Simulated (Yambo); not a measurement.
```xyz
2
Lattice="0.0000 3.2475 3.2475 3.2475 0.0000 3.2475 3.2475 3.2475 0.0000" Properties=species:S:1:pos:R:3 pbc="T T T"
Cl     3.2475     3.2475     3.2475
Rb     6.4951     6.4951     6.4951
```

RbCl (rock salt, space group Fm-3m, No. 225) under isotropic strain of -0.7 % on all lattice vectors: mean Im ε in 1 eV windows above the direct gap of 7.99 eV, for different electron-hole kernels (Yambo, broadening 0.15 eV, PBEsol (Quantum ESPRESSO, PseudoDojo norm-conserving, 58 Ry, scalar-relativistic) bands; 6×6×6 mesh, 3 valence and 6 conduction bands, static screening with 32 bands and a 4 Ry block, scissor 3.02 eV, Tamm-Dancoff; field along x).

```
window (eV)   independent quasiparticles  BSE
------------  --------------------------  ---
8.0 to 9.0                           0.6  2.0
9.0 to 10.0                          1.3  1.4
10.0 to 11.0                         2.5  2.6
11.0 to 12.0                         2.1  2.3
12.0 to 13.0                         2.6  1.1
13.0 to 14.0                         3.2  0.6
```

This run doesn't resolve bound excitons or single peaks, so only averages are given, and they too depend on the mesh; weight that the attraction moves below the gap isn't listed. All transitions below 14.99 eV are in the band window. The scissor comes from a G0W0 run whose convergence isn't established.

Geometry strained from the cell relaxed with PBEsol, atoms relaxed again.
